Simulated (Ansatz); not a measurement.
# ZnO (P6_3mc): the size of the finite step

```xyz
4
Lattice="3.2352 0.0000 0.0000 -1.6176 2.8018 0.0000 0.0000 0.0000 5.2114" Properties=species:S:1:pos:R:3 pbc="T T T"
Zn    0.0000    1.8678    2.6041
Zn    1.6176    0.9339   -0.0016
O     1.6176    0.9339    1.9768
O     0.0000    1.8678    4.5825
```

Conventional cell: a = 3.235 Å, b = 3.235 Å, c = 5.211 Å, α = 90.00°, β = 90.00°, γ = 120.00°. Around Zn (atom 1) lie 4 O at 1.97 to 1.98 Å. O (atom 3) is surrounded by 4 Zn at 1.97 to 1.98 Å.

Level of theory, where no other is named: r²SCAN, PAW on Ansatz 0.2.0's default frozen-core files (fitted under PBE), scalar-relativistic. k mesh 8×8×4, strains of ±0.003, fixed occupations, cutoff 500 eV. The cell was relaxed by PAW under this functional.

(1) Elastic constants come from stresses at strains of ±0.003 (two-point stencil): C11 = 209.9, C12 = 128.7, C13 = 113.2, C33 = 220.8, C44 = 38.1 GPa. What does an amplitude of 0.02 give?

Results:

(1) C11 = 209.8, C12 = 128.7, C13 = 113.3, C33 = 220.2, C44 = 38.1 GPa. Nothing moves by 1 %.

Limits of these numbers: frozen-core PAW files fitted under PBE, their cores solved anew for the functional of the run; constants at zero field, no piezoelectric stiffening.
